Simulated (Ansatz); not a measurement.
## Slab of fcc Al (110), 6 layers

The slab is cut from the fcc crystal, the stable phase, as relaxed on PAW files (16.50 Å³/atom), with 16 Å of vacuum and a dipole correction:

```
CELL_PARAMETERS angstrom
2.85749 0.00000 0.00000
0.00000 4.04109 0.00000
0.00000 0.00000 23.14370
ATOMIC_POSITIONS crystal
Al 0.25000 0.25000 0.34567
Al 0.75000 0.75000 0.40740
Al 0.25000 0.25000 0.46913
Al 0.75000 0.75000 0.53087
Al 0.25000 0.25000 0.59260
Al 0.75000 0.75000 0.65433
```

Level of theory: DFT with PBE, scalar-relativistic, in Ansatz 0.2.0; a Γ-centred 13×9×1 k mesh, Fermi–Dirac smearing of 0.08 eV, no spin polarisation. LAPW: all electrons, basis error target 1 meV/atom; PAW: frozen-core files, cutoff 420 eV.

The bulk energy comes from a cell in the slab's orientation on a 13×9×13 mesh. The surface energy is (E(slab) − N·E(bulk))/2A at zero smearing, the mean of both faces; thin slabs carry quantum-size effects.

Task: As cut, the LAPW slab lies 1.527 eV above 6 atoms of bulk. What surface energy is that?

Result: Over two faces of 11.55 Å² it is 66.1 meV/Å², and times 16.02 J/m² per eV/Å² that gives γ = 1.059 J/m².

```tsv
method	γ as cut (J/m²)	γ relaxed (J/m²)	Φ as cut (eV)	Φ relaxed (eV)
LAPW	1.059	1.027	3.95	3.87
PAW	1.060	1.028	3.95	3.87
```

Task: How do the spacings between the planes relax?

Result: From the bottom face up: d12 -11.1 % of 1.429 Å, d23 +4.8 % of 1.429 Å, d34 -6.6 % of 1.429 Å, d45 +4.8 % of 1.429 Å, d56 -11.1 % of 1.429 Å.

Task: A 2p core hole is made on one atom of each kind in every 1×1 cell (PAW hole dataset, neutral cell, valence without spin). What does it cost by layer?

Result: layer 1 72.88 eV, layer 2 72.96 eV, layer 3 72.93 eV. Shifts between layers mean more than the absolute values, and a whole layer of holes screens otherwise than one hole.

Task: In the relaxed 1×1 cell, replace the outer, then the middle Al by Si, which changes a whole layer. What shift does this Z+1 picture give?

Result: E(outer) − E(middle) = -0.14 eV by LAPW and -0.14 eV by PAW; a positive value puts the surface line at higher binding energy.
